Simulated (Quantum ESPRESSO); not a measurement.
Hf6RuLi, input and log of a self-consistent run

Computed values, not a measurement. The program is pw.x of Quantum ESPRESSO 7.5 (plane-wave density functional theory). The cell is made up: eight metal atoms on a hexagonal close-packed lattice, with elements, volume, strain and displacements drawn at random and not relaxed, so it may be unstable or far from any real phase. PseudoDojo standard norm-conserving files set the functional (PBE unless stated); there is no spin polarisation or spin-orbit coupling, the Fermi-Dirac width of 0.25 eV means electrons at about 2900 K, and the masses in the input are unused placeholders. Heavy elements are run without spin-orbit coupling, which real alloys of them have. A spin test at this wide smearing found no moment, but such smearing suppresses magnetism that the real alloy may have.

Input:

```
&control calculation='scf', pseudo_dir='./dojo.nc.sr.pbe.v0_5.standard.upf', outdir='./o', disk_io='minimal', tprnfor=.true., tstress=.true. /
&system ibrav=0, nat=8, ntyp=3, nbnd=63, ecutwfc=84.00895049, nosym=.true., tot_charge=0,
 occupations='smearing', smearing='fd', degauss=0.0183746611
/
&electrons conv_thr=1.470e-08, electron_maxstep=70, mixing_beta=0.5 /
ATOMIC_SPECIES
Hf 1.0 Hf.upf
Li 1.0 Li.upf
Ru 1.0 Ru.upf
CELL_PARAMETERS angstrom
-0.0179 -0.0464 5.1484
6.469 -0.0068 -0.0231
-3.2404 5.5315 -0.0405
ATOMIC_POSITIONS angstrom
Hf -0.0339 -0.0256 -0.0194
Hf -1.5747 2.7506 -0.0625
Ru 3.2199 -0.0271 -0.0484
Hf 1.5894 2.7577 -0.0592
Hf -0.0289 1.9589 2.4362
Li -1.6222 4.5237 2.5064
Hf 3.2572 1.7505 2.4493
Hf 1.5767 4.5615 2.5099
K_POINTS automatic
5 4 4 1 1 1
```

The log is shortened where brackets say so; the opening notice, blank lines, dates and the lines on written files are dropped, and the path of the files is cut. It prints rydbergs, bohrs and kilobars, and counts compression as positive stress. Its total energy is the free energy E - TS of the whole cell.

```
     Program PWSCF v.7.5
     Parallel version (MPI & OpenMP), running on       4 processor cores
     Number of MPI processes:                 4
     Threads/MPI process:                     1
     [start-up lines left out]
     bravais-lattice index     =            0
     lattice parameter (alat)  =       9.7295  a.u.
     unit-cell volume          =    1242.3363 (a.u.)^3
     number of atoms/cell      =            8
     number of atomic types    =            3
     number of electrons       =        91.00
     number of Kohn-Sham states=           63
     kinetic-energy cutoff     =      84.0090  Ry
     charge density cutoff     =     336.0358  Ry
     scf convergence threshold =      1.5E-08
     mixing beta               =       0.5000
     number of iterations used =            8  plain     mixing
     Exchange-correlation= PBE
                           (   1   4   3   4   0   0   0)
     [axes and pseudopotential details left out]
   Cartesian axes
     site n.     atom                  positions (alat units)
         1        Hf     tau(   1) = (  -0.0065843  -0.0049722  -0.0037680  )
         2        Hf     tau(   2) = (  -0.3058477   0.5342381  -0.0121391  )
         3        Ru     tau(   3) = (   0.6253884  -0.0052635  -0.0094005  )
         4        Hf     tau(   4) = (   0.3087029   0.5356172  -0.0114982  )
         5        Hf     tau(   5) = (  -0.0056131   0.3804694   0.4731735  )
         6        Li     tau(   6) = (  -0.3150735   0.8786203   0.4868081  )
         7        Hf     tau(   7) = (   0.6326331   0.3399927   0.4757178  )
         8        Hf     tau(   8) = (   0.3062362   0.8859621   0.4874879  )
     number of k points=    40  Fermi-Dirac smearing, width (Ry)=  0.0184
                       cart. coord. in units 2pi/alat
        k(    1) = (   0.1000355   0.1756962   0.1019359), wk =   0.0500000
        k(    2) = (   0.1002877   0.4085557   0.1040355), wk =   0.0500000
     [further k points left out]
     Dense  grid:   129315 G-vectors     FFT dimensions: (  60,  72,  72)
     Estimated max dynamical RAM per process >     381.22 MB
     Estimated total dynamical RAM >       1.40 GB
     Initial potential from superposition of free atoms
     starting charge      90.9836, renormalised to      91.0000
     Starting wfcs are   72 randomized atomic wfcs
     total cpu time spent up to now is        5.5 secs
     per-process dynamical memory:   283.7 Mb
     Self-consistent Calculation
     iteration #  1     ecut=    84.01 Ry     beta= 0.50
     Davidson diagonalization with overlap
     ethr =  1.00E-02,  avg # of iterations =  2.7
     Threshold (ethr) on eigenvalues was too large:
     Diagonalizing with lowered threshold
     Davidson diagonalization with overlap
     ethr =  8.88E-04,  avg # of iterations =  2.5
     total cpu time spent up to now is       28.0 secs
     total energy              =    -893.01112370 Ry
     estimated scf accuracy    <       0.89439060 Ry
     iteration #  2     ecut=    84.01 Ry     beta= 0.50
     Davidson diagonalization with overlap
     ethr =  9.83E-04,  avg # of iterations =  3.6
     total cpu time spent up to now is       40.2 secs
     total energy              =    -892.97567329 Ry
     estimated scf accuracy    <       7.86350825 Ry
     iteration #  3     ecut=    84.01 Ry     beta= 0.50
     Davidson diagonalization with overlap
     ethr =  9.83E-04,  avg # of iterations =  2.0
     total cpu time spent up to now is       51.2 secs
     total energy              =    -893.42464649 Ry
     estimated scf accuracy    <       0.20816268 Ry
     iteration #  4     ecut=    84.01 Ry     beta= 0.50
     Davidson diagonalization with overlap
     ethr =  2.29E-04,  avg # of iterations =  3.9
     total cpu time spent up to now is       62.8 secs
     total energy              =    -893.45681570 Ry
     estimated scf accuracy    <       0.65205582 Ry
     iteration #  5     ecut=    84.01 Ry     beta= 0.50
     Davidson diagonalization with overlap
     ethr =  2.29E-04,  avg # of iterations =  1.6
     total cpu time spent up to now is       72.5 secs
     total energy              =    -893.46413702 Ry
     estimated scf accuracy    <       0.13975733 Ry
     [iterations 6 to 11 left out]
     iteration # 12     ecut=    84.01 Ry     beta= 0.50
     Davidson diagonalization with overlap
     ethr =  1.07E-08,  avg # of iterations =  5.1
     total cpu time spent up to now is      148.6 secs
     total energy              =    -893.47655458 Ry
     estimated scf accuracy    <       0.00000455 Ry
     iteration # 13     ecut=    84.01 Ry     beta= 0.50
     Davidson diagonalization with overlap
     ethr =  5.00E-09,  avg # of iterations =  2.0
     total cpu time spent up to now is      158.7 secs
     total energy              =    -893.47655496 Ry
     estimated scf accuracy    <       0.00000060 Ry
     iteration # 14     ecut=    84.01 Ry     beta= 0.50
     Davidson diagonalization with overlap
     ethr =  6.65E-10,  avg # of iterations =  2.2
     total cpu time spent up to now is      169.4 secs
     total energy              =    -893.47655506 Ry
     estimated scf accuracy    <       0.00000006 Ry
     iteration # 15     ecut=    84.01 Ry     beta= 0.50
     Davidson diagonalization with overlap
     ethr =  6.45E-11,  avg # of iterations =  5.0
     total cpu time spent up to now is      181.8 secs
     total energy              =    -893.47655506 Ry
     estimated scf accuracy    <       0.00000002 Ry
     iteration # 16     ecut=    84.01 Ry     beta= 0.50
     Davidson diagonalization with overlap
     ethr =  2.37E-11,  avg # of iterations =  2.2
     total cpu time spent up to now is      192.3 secs
     End of self-consistent calculation
     [lines on levels left out]
!    total energy              =    -893.47655506 Ry
     estimated scf accuracy    <       0.00000001 Ry
     smearing contrib. (-TS)   =      -0.15247586 Ry
     internal energy E=F+TS    =    -893.32407920 Ry
     The total energy is F=E-TS. E is the sum of the following terms:
     one-electron contribution =    -262.73958459 Ry
     hartree contribution      =     154.03267675 Ry
     xc contribution           =    -207.79504838 Ry
     ewald contribution        =    -576.82212299 Ry
     convergence has been achieved in  16 iterations
     Forces acting on atoms (cartesian axes, Ry/au):
     atom    1 type  1   force =     0.00844682    0.01927719    0.00008272
     atom    2 type  1   force =    -0.00111650    0.00494947   -0.00992970
     atom    3 type  3   force =     0.01330763    0.00487474    0.00414123
     atom    4 type  1   force =     0.00276007   -0.00733224   -0.01025462
     atom    5 type  1   force =     0.00902372   -0.03055691    0.01618250
     atom    6 type  2   force =    -0.00274123    0.01228029    0.00059410
     atom    7 type  1   force =    -0.01742725   -0.01421131   -0.00074124
     atom    8 type  1   force =    -0.01225326    0.01071878   -0.00007499
     Total force =     0.056203     Total SCF correction =     0.000260
     Computing stress (Cartesian axis) and pressure
          total   stress  (Ry/bohr**3)                   (kbar)     P=      -92.38
  -0.00063435   0.00002741   0.00003708          -93.32        4.03        5.45
   0.00002741  -0.00066668  -0.00000963            4.03      -98.07       -1.42
   0.00003708  -0.00000963  -0.00058303            5.45       -1.42      -85.77
     init_run     :      5.19s CPU      5.41s WALL (       1 calls)
     electrons    :    185.76s CPU    186.80s WALL (       1 calls)
     forces       :      2.17s CPU      2.18s WALL (       1 calls)
     stress       :      7.45s CPU      7.63s WALL (       1 calls)
     [timing details left out]
     PWSCF        :   3m20.72s CPU   3m22.21s WALL
     JOB DONE.
```

In other units: free energy -12156.368 eV for the cell, pressure -9.24 GPa, largest force component 0.786 eV/Å in size. The run took 204 s of wall time with four MPI processes on a shared machine (Intel Xeon, 2023 or later, virtual cores), so the time is rough. A rerun of this cell at a higher cutoff and on a denser mesh moved values by no more than 0.003 eV in energy, 0.02 GPa in stress and 0.004 eV/Å in force, and a second program with other atomic files agreed on that cell to 2 % rms in force and 0.5 GPa in pressure.